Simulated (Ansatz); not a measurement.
Input file for Ansatz (a quantum-chemistry and plane-wave program):

Ansatz 0.2 input:
```yaml
crystal:
  lattice:
    - [0.0, 2.3144279389, 2.3144279389]
    - [2.3144279389, 0.0, 2.3144279389]
    - [2.3144279389, 2.3144279389, 0.0]
  atoms:
    - { symbol: Na, position: [0.0, 0.0, 0.0] }
    - { symbol: F, position: [0.5, 0.5, 0.5] }
kpoints:
  mp_grid: { grid: [10, 10, 10] }
hamiltonian:
  xc: pbesol
  pseudopotentials: { kind: paw }
scf:
  occupations: { method: fixed }
elastic: { mode: relaxed_ion, stencil: two_point, amplitude: 0.005, f_tol: 0.0005 }
```

Output (shortened):

```
Pseudopotential: Na, paw, valence charge 9
Pseudopotential: F, paw, valence charge 7
Functional definition: PBEsol
Crystal: 2 atoms, lattice volume = 24.795 Å³
Basis set: ecut = 420 eV, 531 PW (Γ), exchange–correlation on 48×48×48 points (8 copies of the dense FFT grid, shifted against one another)
Bands: 12, of which v1, the nominal top of the filled ones, is band 8 counted from 1 (7 counted from 0)
Symmetry: 48 space group operations
Space group: Fm-3m (ITA 225), of the structure as read, at distance tolerance 2.9e-5 Å
k-points: 47 of 1000
SCF iter   1: F=—  HF=-2278.929718 eV  |F-HF|=—  |Δ(HF+E_count)|=         —  Δρ=1.16e-2  dr2=2.00e-2  ethr=1.77e-3  ⟨swp⟩=4.6  Hψ=2743  notcnv=0  defer=87
preconditioner: auto → none
SCF iter   2: F=—  HF=-2278.923396 eV  |F-HF|=—  |Δ(HF+E_count)|=   6.32e-3  Δρ=4.95e-3  dr2=3.35e-3  ethr=1.25e-4  ⟨swp⟩=2.0  Hψ=1201  notcnv=0  defer=92
SCF iter   3: F=—  HF=-2278.922369 eV  |F-HF|=—  |Δ(HF+E_count)|=   1.03e-3  Δρ=4.75e-4  dr2=3.69e-5  ethr=2.09e-5  ⟨swp⟩=2.0  Hψ=794  notcnv=0  defer=92
SCF iter   4: F=—  HF=-2278.922382 eV  |F-HF|=—  |Δ(HF+E_count)|=   1.30e-5  Δρ=1.12e-4  dr2=7.17e-7  ethr=2.30e-7  ⟨swp⟩=2.0  Hψ=940  notcnv=0  defer=62
SCF iter   5: F=—  HF=-2278.922388 eV  |F-HF|=—  |Δ(HF+E_count)|=   5.24e-6  Δρ=4.81e-5  dr2=4.13e-7  ethr=4.48e-9  ⟨swp⟩=2.0  Hψ=890  notcnv=0
SCF iter   6: F=—  HF=-2278.922388 eV  |F-HF|=—  |Δ(HF+E_count)|=   7.39e-8  Δρ=7.31e-6  dr2=9.51e-9  ethr=2.58e-9  ⟨swp⟩=2.1  Hψ=700  notcnv=0
SCF iter   7: F=—  HF=-2278.922388 eV  |F-HF|=—  |Δ(HF+E_count)|=  7.65e-10  Δρ=1.09e-6  dr2=2.16e-10  ethr=5.94e-11  ⟨swp⟩=2.2  Hψ=750  notcnv=0  defer=1
SCF iter   8: F=—  HF=-2278.922388 eV  |F-HF|=—  |Δ(HF+E_count)|=  4.09e-11  Δρ=4.44e-8  dr2=3.11e-13  ethr=1.35e-12  ⟨swp⟩=2.7  Hψ=913  notcnv=0  defer=1
SCF iter   9: F=-2278.922388 eV  HF=-2278.922388 eV  |F-HF|=4.55e-13  |Δ(HF+E_count)|=  9.09e-13  Δρ=2.57e-9  dr2=8.82e-16  ethr=1.00e-12  ⟨swp⟩=5.9  Hψ=2372  notcnv=0
SCF 1 converged in 9 iterations: F = -2278.922388 eV  dr2 = 8.82e-16
Crystal: 2 atoms, lattice volume = 24.671 Å³
Symmetry: 16 space group operations
k-points: 102 of 1000
iter 1 solved again at ethr=3.54e-7 eV; its pass at ethr=3.10e-3 eV (dr2=5.66e-5 eV) is discarded
SCF iter   1: F=—  HF=-2278.922212 eV  |F-HF|=—  |Δ(HF+E_count)|=         —  Δρ=5.43e-4  dr2=6.35e-5  ethr=3.54e-7  ⟨swp⟩=2.0  Hψ=7487  notcnv=0  defer=204
preconditioner: auto → none
SCF iter   2: F=—  HF=-2278.922200 eV  |F-HF|=—  |Δ(HF+E_count)|=   1.20e-5  Δρ=3.61e-4  dr2=1.39e-5  ethr=3.54e-7  ⟨swp⟩=2.0  Hψ=1943  notcnv=0  defer=170
SCF iter   3: F=—  HF=-2278.922196 eV  |F-HF|=—  |Δ(HF+E_count)|=   3.35e-6  Δρ=1.20e-4  dr2=2.13e-6  ethr=8.71e-8  ⟨swp⟩=2.0  Hψ=1533  notcnv=0  defer=4
SCF iter   4: F=—  HF=-2278.922195 eV  |F-HF|=—  |Δ(HF+E_count)|=   1.82e-6  Δρ=5.09e-5  dr2=4.04e-7  ethr=1.33e-8  ⟨swp⟩=1.0  Hψ=1224  notcnv=0  defer=1
SCF iter   5: F=—  HF=-2278.922195 eV  |F-HF|=—  |Δ(HF+E_count)|=   6.12e-8  Δρ=1.13e-5  dr2=1.89e-8  ethr=2.53e-9  ⟨swp⟩=2.2  Hψ=1813  notcnv=0  defer=1
SCF iter   6: F=—  HF=-2278.922195 eV  |F-HF|=—  |Δ(HF+E_count)|=   3.26e-9  Δρ=1.39e-6  dr2=3.22e-10  ethr=1.18e-10  ⟨swp⟩=3.0  Hψ=2118  notcnv=0  defer=1
SCF iter   7: F=—  HF=-2278.922195 eV  |F-HF|=—  |Δ(HF+E_count)|=  1.11e-10  Δρ=9.00e-8  dr2=1.29e-12  ethr=2.01e-12  ⟨swp⟩=2.6  Hψ=1983  notcnv=0  defer=1
SCF iter   8: F=-2278.922195 eV  HF=-2278.922195 eV  |F-HF|=4.55e-13  |Δ(HF+E_count)|=  4.55e-13  Δρ=3.66e-9  dr2=1.26e-15  ethr=1.00e-12  ⟨swp⟩=4.3  Hψ=4121  notcnv=0
SCF 2 converged in 8 iterations: F = -2278.922195 eV  dr2 = 1.26e-15
Crystal: 2 atoms, lattice volume = 24.919 Å³
iter 1 solved again at ethr=1.68e-10 eV; its pass at ethr=3.10e-3 eV (dr2=2.68e-8 eV) is discarded
SCF iter   1: F=—  HF=-2278.922175 eV  |F-HF|=—  |Δ(HF+E_count)|=         —  Δρ=1.82e-5  dr2=4.26e-8  ethr=1.68e-10  ⟨swp⟩=2.9  Hψ=7591  notcnv=0  defer=109
preconditioner: auto → none
SCF iter   2: F=—  HF=-2278.922187 eV  |F-HF|=—  |Δ(HF+E_count)|=   1.22e-5  Δρ=1.45e-5  dr2=2.98e-8  ethr=1.68e-10  ⟨swp⟩=2.0  Hψ=2040  notcnv=0  defer=110
SCF iter   3: F=—  HF=-2278.922187 eV  |F-HF|=—  |Δ(HF+E_count)|=   8.66e-9  Δρ=4.47e-6  dr2=1.86e-9  ethr=1.68e-10  ⟨swp⟩=2.1  Hψ=1488  notcnv=0  defer=110
SCF iter   4: F=—  HF=-2278.922187 eV  |F-HF|=—  |Δ(HF+E_count)|=   1.14e-9  Δρ=4.49e-6  dr2=2.78e-9  ethr=1.16e-11  ⟨swp⟩=2.0  Hψ=2040  notcnv=0  defer=110
SCF iter   5: F=—  HF=-2278.922187 eV  |F-HF|=—  |Δ(HF+E_count)|=  8.64e-10  Δρ=1.67e-6  dr2=3.98e-10  ethr=1.16e-11  ⟨swp⟩=2.8  Hψ=2160  notcnv=0  defer=110
SCF iter   6: F=—  HF=-2278.922187 eV  |F-HF|=—  |Δ(HF+E_count)|=  8.19e-11  Δρ=4.18e-7  dr2=2.31e-11  ethr=2.49e-12  ⟨swp⟩=2.8  Hψ=1992  notcnv=0  defer=110
SCF iter   7: F=—  HF=-2278.922187 eV  |F-HF|=—  |Δ(HF+E_count)|=  1.82e-12  Δρ=1.34e-7  dr2=2.39e-12  ethr=1.44e-13 (applied; sched 1.00e-12)  ⟨swp⟩=2.2  Hψ=2025  notcnv=0  defer=110
SCF iter   8: F=-2278.922187 eV  HF=-2278.922187 eV  |F-HF|=4.55e-13  |Δ(HF+E_count)|=  9.09e-13  Δρ=2.55e-8  dr2=8.56e-14  ethr=1.00e-12  ⟨swp⟩=2.9  Hψ=4722  notcnv=0
SCF 3 converged in 8 iterations: F = -2278.922187 eV  dr2 = 8.56e-14
Crystal: 2 atoms, lattice volume = 24.795 Å³
Symmetry: 8 space group operations
k-points: 171 of 1000
iter 1 solved again at ethr=5.03e-8 eV; its pass at ethr=3.10e-3 eV (dr2=8.06e-6 eV) is discarded
SCF iter   1: F=—  HF=-2278.922314 eV  |F-HF|=—  |Δ(HF+E_count)|=         —  Δρ=2.77e-4  dr2=5.02e-6  ethr=5.03e-8  ⟨swp⟩=2.1  Hψ=12600  notcnv=0  defer=341
preconditioner: auto → none
SCF iter   2: F=—  HF=-2278.922326 eV  |F-HF|=—  |Δ(HF+E_count)|=   1.23e-5  Δρ=1.38e-4  dr2=1.27e-6  ethr=3.14e-8  ⟨swp⟩=1.5  Hψ=2299  notcnv=0  defer=45
SCF iter   3: F=—  HF=-2278.922327 eV  |F-HF|=—  |Δ(HF+E_count)|=   2.67e-7  Δρ=3.37e-5  dr2=1.66e-7  ethr=7.91e-9  ⟨swp⟩=2.3  Hψ=2757  notcnv=0  defer=3
SCF iter   4: F=—  HF=-2278.922327 eV  |F-HF|=—  |Δ(HF+E_count)|=   5.32e-8  Δρ=3.76e-6  dr2=2.45e-9  ethr=1.04e-9  ⟨swp⟩=2.4  Hψ=2908  notcnv=0  defer=3
SCF iter   5: F=—  HF=-2278.922327 eV  |F-HF|=—  |Δ(HF+E_count)|=  9.65e-10  Δρ=1.18e-6  dr2=1.92e-10  ethr=1.53e-11  ⟨swp⟩=2.1  Hψ=3151  notcnv=0  defer=3
SCF iter   6: F=—  HF=-2278.922327 eV  |F-HF|=—  |Δ(HF+E_count)|=  5.87e-11  Δρ=7.57e-7  dr2=8.03e-11  ethr=1.20e-12  ⟨swp⟩=2.1  Hψ=3089  notcnv=0  defer=3
SCF iter   7: F=—  HF=-2278.922327 eV  |F-HF|=—  |Δ(HF+E_count)|=  2.55e-11  Δρ=4.31e-8  dr2=1.50e-13  ethr=5.02e-13 (applied; sched 1.00e-12)  ⟨swp⟩=2.3  Hψ=3127  notcnv=0  defer=3
SCF iter   8: F=-2278.922327 eV  HF=-2278.922327 eV  |F-HF|=4.55e-13  |Δ(HF+E_count)|=  4.55e-13  Δρ=4.34e-9  dr2=1.49e-15  ethr=1.00e-12  ⟨swp⟩=4.0  Hψ=6652  notcnv=0
SCF 4 converged in 8 iterations: F = -2278.922327 eV  dr2 = 1.49e-15
Crystal: 2 atoms, lattice volume = 24.795 Å³
iter 1 solved again at ethr=2.47e-11 eV; its pass at ethr=3.10e-3 eV (dr2=3.94e-9 eV) is discarded
SCF iter   1: F=—  HF=-2278.922316 eV  |F-HF|=—  |Δ(HF+E_count)|=         —  Δρ=8.00e-6  dr2=5.43e-9  ethr=2.47e-11  ⟨swp⟩=3.0  Hψ=12814  notcnv=0  defer=182
preconditioner: auto → none
SCF iter   2: F=—  HF=-2278.922327 eV  |F-HF|=—  |Δ(HF+E_count)|=   1.02e-5  Δρ=8.82e-6  dr2=1.06e-8  ethr=2.47e-11  ⟨swp⟩=2.7  Hψ=3756  notcnv=0  defer=182
SCF iter   3: F=—  HF=-2278.922327 eV  |F-HF|=—  |Δ(HF+E_count)|=   2.57e-9  Δρ=3.73e-6  dr2=1.46e-9  ethr=2.47e-11  ⟨swp⟩=2.1  Hψ=2615  notcnv=0  defer=182
SCF iter   4: F=—  HF=-2278.922327 eV  |F-HF|=—  |Δ(HF+E_count)|=  2.80e-10  Δρ=1.33e-6  dr2=2.07e-10  ethr=9.12e-12  ⟨swp⟩=2.9  Hψ=3684  notcnv=0  defer=182
SCF iter   5: F=—  HF=-2278.922327 eV  |F-HF|=—  |Δ(HF+E_count)|=  6.82e-11  Δρ=2.43e-7  dr2=8.47e-12  ethr=1.30e-12  ⟨swp⟩=2.8  Hψ=3246  notcnv=0  defer=182
SCF iter   6: F=—  HF=-2278.922327 eV  |F-HF|=—  |Δ(HF+E_count)|=  2.73e-12  Δρ=3.91e-8  dr2=2.25e-13  ethr=5.30e-14 (applied; sched 1.00e-12)  ⟨swp⟩=2.8  Hψ=3107  notcnv=0  defer=182
SCF iter   7: F=-2278.922327 eV  HF=-2278.922327 eV  |F-HF|=9.09e-13  |Δ(HF+E_count)|=  4.55e-13  Δρ=9.30e-9  dr2=1.16e-14  ethr=1.00e-12  ⟨swp⟩=4.0  Hψ=5935  notcnv=0
SCF 5 converged in 7 iterations: F = -2278.922327 eV  dr2 = 1.16e-14
SCF converged after 9 iterations
Free energy (F): -2278.922388 eV
Harris-Foulkes:  -2278.922388 eV  (|F-HF|=4.55e-13)
Internal energy: -2278.922388 eV  (E = F + TS)
E sigma→0 (E₀):  -2278.922388 eV
Fermi energy:    0.951284 eV
--- Per-component energies (eV) ---
  E_band       = -232.629733
  E_kinetic    = 328.472683
  E_local      = -1689.211499  (includes V_loc(G=0)·N_el)
  E_nonlocal   = 189.831403
  E_hartree    = 597.650667
  E_xc         = -118.094992
  E_vxc        = -152.456654  (∫ρ·V_xc dr)
  E_paw        = -447.019305  (= ΣΔE_a)
  E_vpaw       = -104.568979  (= ΣTr[D̂ρ^β])
  E_aug_tail   = 0.001978  (compensation charges beyond the density's cutoff)
  E_ewald      = -1140.650459
  E_core_change = 0.097136  (= ΣΔE_core)
  E_smearing   =  0.000000  (= −TS)
  E_closure    =  0.000000  (closes the sum)
  Σ components = -2278.922388   (vs F -2278.922388, Δ=0.00e0)
  [band-id]    e_kinetic+e_local+e_nonlocal+2·e_hartree+e_vxc+e_vpaw+e_augmentation_tail = -232.629734   (vs E_band -232.629733, Δ=-9.63e-7)
--- Forces (eV/Å), atoms counted from 1 ---
  atom   1  Na     0.00000000     0.00000000     0.00000000
  atom   2  F      0.00000000     0.00000000     0.00000000
  max |Σ_I F_I| component: 0.0 eV/Å
--- Stress (GPa, compression-positive) ---
        0.005751       0.000000       0.000000
        0.000000       0.005751       0.000000
        0.000000       0.000000       0.005751
  P = ⅓ Tr σ = 0.0058 GPa (0.058 kbar)
--- Band table (eV; the first three rows and the last of 47) ---
  k-point 0: bands = ["-45.7779", "-18.0989", "-17.8103", "-17.8103", "-17.8103", "0.9513", "0.9513", "0.9513", "7.1506", "19.8072", "19.8072", "19.8072"]
  k-point 1: bands = ["-45.7766", "-18.2376", "-17.8115", "-17.8115", "-17.6590", "0.7505", "0.9264", "0.9264", "7.5112", "18.4928", "19.9650", "19.9650"]
  k-point 2: bands = ["-45.7731", "-18.4309", "-17.8146", "-17.8146", "-17.4323", "0.2888", "0.8611", "0.8611", "8.4365", "16.7289", "20.3631", "20.3631"]
  k-point 46: bands = ["-45.7597", "-18.2901", "-17.9248", "-17.8966", "-17.3905", "-0.0729", "0.2004", "0.3867", "13.9977", "14.0276", "15.8523", "18.1404"]
--- Elastic constants: 2 strain directions × 2 members + reference (group order 48) ---
  dense FFT box of the reference and of every strained cell: 24×24×24
  strains applied: 11, 23; error gains: componentwise 1.00 (the most a stress slope's error grows in a printed constant), spectral 1.73 (1 for all six strains …
  C = ∂σ_k/∂η_j (tension-positive GPa; Voigt order 11 22 33 23 13 12):
       101.416     22.197     22.197      0.000      0.000      0.000
        22.197    101.416     22.197      0.000      0.000      0.000
        22.197     22.197    101.416      0.000      0.000      0.000
         0.000      0.000      0.000     27.247      0.000      0.000
         0.000      0.000      0.000      0.000     27.247      0.000
         0.000      0.000      0.000      0.000      0.000     27.247
  reference stress σ⁰ (GPa):     -0.006     -0.006     -0.006      0.000      0.000      0.000
  C* (energy form; C + prestress term) asymmetry max|C*_kj − C*_jk| = 3.553e-15 GPa — a small one proves nothing (zero by symmetry where the batch's group is …
  moduli (Voigt/Reuss/Hill, GPa): K = 48.60/48.60/48.60   G = 32.19/31.13/31.66   E = 78.04   ν = 0.232
  mechanically stable: yes (min eigenvalue of sym C = 27.25 GPa)
  where every solve meets its electron count the energy-path curvature estimates C_jj along a normal strain and C_jj − ¼(σ⁰_aa + σ⁰_bb) along a shear (ab), of …
  strain η (Voigt 11):  stress-route row diagonal C_11 = 101.42 GPa, energy-path curvature d²(F+E_count+ΔE)/dδ²/Ω₀ = 101.70 GPa
         δ    σ_11 (GPa)             F (eV)   n_scf  n_hpsi   n_pw
    -5.000e-3      -0.5301       -2278.9221946       8   23486    531   relax 0 steps, max|allowed force component| 0.0 eV/Å
     5.000e-3       0.4841       -2278.9221867       8   25310    531   relax 0 steps, max|allowed force component| 0.0 eV/Å
  strain η (Voigt 23):  stress-route row diagonal C_44 = 27.25 GPa, energy-path curvature d²(F+E_count+ΔE)/dδ²/Ω₀ = 27.53 GPa
         δ    σ_23 (GPa)             F (eV)   n_scf  n_hpsi   n_pw
    -5.000e-3      -0.1362       -2278.9223266       8   38687    531   relax 0 steps, max|allowed force component| 0.0 eV/Å
     5.000e-3       0.1362       -2278.9223266       7   37237    531   relax 0 steps, max|allowed force component| 0.0 eV/Å
```

Cost: around 13 core-seconds (rough) on shared cores.

The PBEsol relaxation kept the symmetry of its start; phonons on a q-mesh show no instability.

Potentials: the later of the program's two PAW sets.

Ansatz is a plane-wave DFT program.
